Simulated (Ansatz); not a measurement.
# YSn$_{3}$: checking dH/dP = V

All numbers below come from Ansatz, DFT PBEsol, scalar-relativistic, plane waves, PAW. Run with 420 eV cutoff, 10×10×10 k-mesh, Gaussian smearing of 0.10 eV, no spin polarisation.

Reference structure (relaxed):

```yaml
crystal:
  lattice:
    - [4.64713, 0.00000, 0.00000]
    - [0.00000, 4.64713, 0.00000]
    - [0.00000, 0.00000, 4.64713]
  atoms:
    - { symbol: Y, position: [0.00000, 0.00000, 0.00000] }
    - { symbol: Sn, position: [0.00000, 0.50000, 0.50000] }
    - { symbol: Sn, position: [0.50000, 0.00000, 0.50000] }
    - { symbol: Sn, position: [0.50000, 0.50000, 0.00000] }
```

Cell and atoms were relaxed at each target pressure within the start's symmetry (Pm-3m), at zero temperature; other phases can be more stable under pressure. H = E + PV with P the target; E is the free energy at the smearing used, whose derivative the pressure is, per atom and counted from zero pressure.

```
P (GPa) V (Å³/atom) E − E0 (meV) H − H0 (meV)
      0       25.090           0.0           0.0
      3       24.050           9.3         459.6
      8       22.714          54.0        1188.1
     15       21.341         150.9        2148.9
     30       19.352         422.9        4046.5
     60       17.028        1054.3        7431.1
```

Task: Thermodynamics gives dH/dP = V along a relaxed path. Integrate V over P by the trapezoid rule and compare with the computed enthalpies.

Result: With 1 eV/Å³ = 160.22 GPa, each step adds the mean volume times ΔP / 160.22:
```csv
P (GPa),∫V dP (meV),H − H0 (meV),difference (meV)
3,460.1,459.6,0.5
8,1189.8,1188.1,1.6
15,2152.2,2148.9,3.3
30,4057.1,4046.5,10.6
60,7463.1,7431.1,32.0
```

V(P) curves upward, so the trapezoid rule runs high; integrating a smooth curve through the same points (P as a polynomial of degree 4 in ln V) puts that excess at about 31.7 meV at 60 GPa, against the 32.0 meV found.

Task: At 60 GPa, how much of the enthalpy change is stored energy and how much is the PV term?

Result: E rises by 1054 meV/atom and PV is 60 × 17.028 / 160.22 = 6377 meV/atom, so PV makes 86 % of ΔH. So between rival structures at high pressure a small difference in volume can outweigh the difference in energy: 1 % of this volume is worth 63.8 meV/atom at this pressure.

Task: What bulk modulus do the lowest pressures give?

Result: From the pressures that the runs reached, -3.02 GPa (26.443 Å³) and 2.98 GPa (24.050 Å³), B = −ΔP/Δln V = 6.00 / 0.0948 = 63 GPa, a mean over that range.